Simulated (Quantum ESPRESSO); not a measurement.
# Band energies of CsCaH₃

```
CsCaH3
1.0
    4.62119     0.00000     0.00000
    0.00000     4.62119     0.00000
    0.00000     0.00000     4.62119
H Ca Cs
3 1 1
Direct
  0.50000   0.00000   0.50000
  0.00000   0.50000   0.50000
  0.50000   0.50000   0.00000
  0.50000   0.50000   0.50000
  0.00000   0.00000   0.00000
```

PBEsol (pw.x of Quantum ESPRESSO, ONCV potentials, no spin-orbit coupling); path ΓXMΓRX,MR; energies in eV from the valence-band maximum.

```csv
k (1/Å),point,band 7,band 8,band 9,band 10,band 11,band 12,band 13,band 14
0.00,Γ,-6.83,-6.83,-2.75,-0.64,-0.64,5.54,5.54,5.54
0.45,,-6.80,-6.80,-1.80,-0.56,-0.45,5.14,5.30,5.30
0.68,X,-6.79,-6.79,-1.21,-0.85,-0.38,4.81,5.31,5.31
0.91,,-6.91,-6.78,-1.21,-0.66,-0.38,4.25,4.97,5.03
1.36,M,-7.21,-6.75,-1.45,0.00,0.00,2.95,4.38,4.38
1.94,,-6.97,-6.80,-2.03,-0.54,-0.41,4.77,5.07,5.38
2.32,Γ,-6.83,-6.83,-2.75,-0.64,-0.64,5.54,5.54,5.54
2.66,,-6.90,-6.90,-2.18,-0.50,-0.50,5.08,5.08,5.10
3.16,,-7.08,-7.08,-0.85,-0.48,-0.48,3.97,4.54,4.54
3.50,R,-7.12,-7.12,-0.59,-0.59,-0.59,4.61,4.61,4.61
3.77,,-7.08,-7.06,-0.79,-0.56,-0.42,4.09,4.55,4.55
4.19,,-6.88,-6.86,-1.16,-0.59,-0.43,4.34,4.56,4.82
4.46,X,-6.79,-6.79,-1.21,-0.85,-0.38,4.81,5.31,5.31
4.46,M,-7.21,-6.75,-1.45,0.00,0.00,2.95,4.38,4.38
4.63,,-7.20,-6.81,-1.35,-0.09,-0.09,3.18,4.43,4.43
5.14,R,-7.12,-7.12,-0.59,-0.59,-0.59,4.61,4.61,4.61
```

The PBEsol gap is direct, 2.95 eV at M.

The cell is held in this high symmetry; tilts and polar distortions were not searched.

Geometry of the Materials Project entry, not relaxed at this level.

The structure is a Materials Project entry; no match was found in the copy of COD used, and its stability was not checked.
